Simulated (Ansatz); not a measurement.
NaLiZnS$_{2}$:
Space group P3m1 (No. 156); a = 3.944 Å, b = 3.944 Å, c = 6.751 Å, α = 90.00°, β = 90.00°, γ = 120.00°

```tsv
atom	site	symmetry	x	y	z
Na	1a	3m.	0.0000	0.0000	0.0245
Li	1b	3m.	0.3333	0.6667	0.3560
Zn	1c	3m.	0.6667	0.3333	0.6130
S	1b	3m.	0.3333	0.6667	0.7350
S	1c	3m.	0.6667	0.3333	0.2714
```

Relaxed with r²SCAN. DFT-r²SCAN in the program Ansatz with PAW potentials gives a gap of 2.47 eV.

Task: What gap does HSE06 give on the same cell (Ansatz, PAW)?

Result: 3.07 eV, 0.60 eV more. The hybrid was solved on a coarser mesh and at special points; its gap is the smallest among all of these.

Cost on shared cores: the r²SCAN run (SCF on a 8×8×4 mesh, then bands and DOS) around 2.0 core-minutes (rough), the HSE06 run (SCF on 5×5×3, then a few points) roughly 120 core-seconds; the tasks are unlike.

The first step of the workflow began from a Materials Project structure, measured or hypothetical; the Crystallography Open Database copy checked does not list it. Whether it is the stable phase at ambient conditions was not checked. Symmetry was held in the r²SCAN relaxation; its stability against distortions is not shown here.

Potentials: the later of the program's two PAW sets.
